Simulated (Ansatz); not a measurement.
NbSiO:
Space group P4/nmm, origin choice 1 (No. 129); a = b = 3.2457 Å, c = 6.8805 Å, α = β = γ = 90.00°

| atom | site | symmetry | x | y | z |
|---|---|---|---|---|---|
| Nb | 2c | 4mm | 0.5000 | 0.0000 | 0.2997 |
| Si | 2a | -4m2 | 0.0000 | 0.0000 | 0.0000 |
| O | 2c | 4mm | 0.0000 | 0.5000 | 0.3898 |

Relaxed at zero pressure with plane-wave PAW PBEsol (Ansatz code).

Problem. The volume is raised by 9 % and shape and atoms relax at that volume. What pressure results, and how do the axes share the change?

Solution. -14.4 GPa; a 3.3 %, b 3.3 %, c 2.1 %; the energy rises by 53 meV/atom.

Problem. Give the new structure.

Solution. 
Space group P4/nmm, origin choice 1 (No. 129); a = b = 3.353 Å, c = 7.027 Å, α = β = γ = 90.00°

```csv
atom,site,symmetry,x,y,z
Nb,2c,4mm,0.5000,0.0000,0.2994
Si,2a,-4m2,0.0000,0.0000,0.0000
O,2c,4mm,0.0000,0.5000,0.3956
```

The phase is kept; no other phase was compared at this pressure.

The start of the workflow was typed in or built on a structure type; neither database checked (COD, Materials Project) lists it. Whether it is the stable phase at ambient conditions was not checked. The cell was relaxed with PBEsol under the symmetry of its start; whether a distortion lowers the energy is not shown. The workflow began spin-polarised and lost its moments.

Potentials: the earlier of the program's two PAW sets. The files were generated under PBE; for other functionals the program regenerates the frozen cores, and for LDA and PBEsol the local potential too.
